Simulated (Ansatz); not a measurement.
### Question
Monolayer GaS (P-3m1 in the vacuum cell, 4 atoms; S with 3 neighbours (trigonal pyramidal), Ga with 3 neighbours (trigonal pyramidal)) is relaxed with DFT-LDA in the program Ansatz with PAW potentials. What in-plane lattice and thickness result?

### Answer
a = 3.541 Å; 4.56 Å between the outermost nuclei.

Band gap: 2.60 eV (indirect). Valence-band maximum: on the Γ–M line, 33 % of the way from Γ. Conduction-band minimum: at Γ. Ionisation potential (Kohn–Sham): 6.41 eV. Electron affinity (Kohn–Sham): 3.81 eV. Electron effective mass, in the valley at Γ: 0.20 mₑ.

The layer was cut from a bulk entry of the Materials Project (measured or hypothetical); whether that bulk phase is the ambient one, and whether the layer has been isolated, was not checked. The cell was relaxed with LDA under the symmetry of its start; whether a distortion lowers the energy is not shown. Scalar-relativistic: spin–orbit coupling is off unless named, which matters more the heavier the elements.

Potentials: the later of the program's two PAW sets.
